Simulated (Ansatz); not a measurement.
CeTaN$_{3}$ (cubic perovskite, Pm-3m) at seven volumes, DFT-r²SCAN in the program Ansatz with PAW potentials, scaled uniformly. One row is withheld.

| V (Å³/atom) | P (GPa) |
|---|---|
| 11.966 | 26.58 |
| 12.360 | ? |
| 12.755 | 7.55 |
| 13.149 | 0.00 |
| 13.544 | -6.47 |
| 13.938 | -12.00 |
| 14.333 | -16.75 |

Task: Fit the shown pressures and predict the withheld one.

Result: Third-order Birch–Murnaghan: P = (3/2)B₀(x^(7/2) − x^(5/2))[1 + (3/4)(B′ − 4)(x − 1)] with x = (V₀/V)^(2/3). Least squares on the six rows gives V₀ = 13.149 Å³/atom, B₀ = 232.1 GPa, B′ = 4.11. At V = 12.360, x = 1.0421 and P = 16.31 GPa. The run itself gave 16.34 GPa.

The start of the workflow was typed in or built on a structure type; neither database checked (COD, Materials Project) lists it. Its standing as an ambient phase is unchecked. The cell was relaxed with r²SCAN under the symmetry of its start; whether a distortion lowers the energy is not shown. The workflow began spin-polarised and lost its moments. The 4f shell is in the valence. No Hubbard U is applied. Spin–orbit coupling is left out wherever it is not named.

Potentials: the later of the program's two PAW sets.
